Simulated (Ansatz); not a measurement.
Starting structure of a cell relaxation (symmetry kept):

```cif
data_structure
_symmetry_space_group_name_H-M 'P 1'
_symmetry_Int_Tables_number 1
_cell_length_a 3.7717
_cell_length_b 3.7717
_cell_length_c 4.8218
_cell_angle_alpha 90.000
_cell_angle_beta 90.000
_cell_angle_gamma 120.000
_cell_volume 59.40
loop_
_atom_site_label
_atom_site_type_symbol
_atom_site_fract_x
_atom_site_fract_y
_atom_site_fract_z
_atom_site_occupancy
Pt1 Pt 0.00000 0.00000 0.00000 1
Se1 Se 0.33333 0.66667 0.26554 1
Se2 Se 0.66667 0.33333 0.73446 1
```

All numbers below come from DFT LDA, scalar-relativistic, plane waves, PAW (Ansatz).

Plane waves to 420 eV, a k mesh through Γ of 12×12×10 on the computed 3-atom cell and Gaussian smearing (0.10 eV); no spin polarisation.

**Question.** What does it relax to?

**Answer.** The volume drops by 0.56 Å³/atom to 19.24 Å³/atom, and the energy falls by 7.3 meV/atom. Final structure:
```
CELL_PARAMETERS angstrom
3.74073 0.00000 0.00000
-1.87036 3.23957 0.00000
0.00000 0.00000 4.76356
ATOMIC_POSITIONS crystal
Pt 0.00000 0.00000 0.00000
Se 0.33333 0.66667 0.26470
Se 0.66667 0.33333 0.73530
```

Spin–orbit coupling is left out, which can shift energies with elements as heavy as these.

Cost: 1 run of about 3.1 core-minutes, on Intel Xeon Processor @ 2.50GHz (Skylake/Cascade Lake) (shared hosts).